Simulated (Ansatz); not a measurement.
Problem. Cl (molecular I2 type, space group No. 64) is relaxed with the program Ansatz at the r²SCAN level (PAW). What lattice parameters of the conventional cell result?

Solution. a = 6.542 Å, b = 4.126 Å, c = 8.282 Å.

Problem. Give the free coordinates with the occupied sites.

Solution. In one choice of origin and axes:

```json
[
 {"atom": "Cl", "site": "8f", "symmetry": "m..", "x": "0.0000", "y": "0.3809", "z": "0.1059"}
]
```

Problem. Is it a metal or does it have a gap at this level?

Solution. A gap of 2.63 eV, direct.

Space group Cmce (molecular I2 type). The r²SCAN relaxation kept the symmetry of its start. The substance is a gas or liquid at ambient conditions; this is its low-temperature solid. A crystal of weakly bound molecules computed without a dispersion correction: the cell and the soft elastic constants depend strongly on that.

Potentials: the later of the program's two PAW sets.
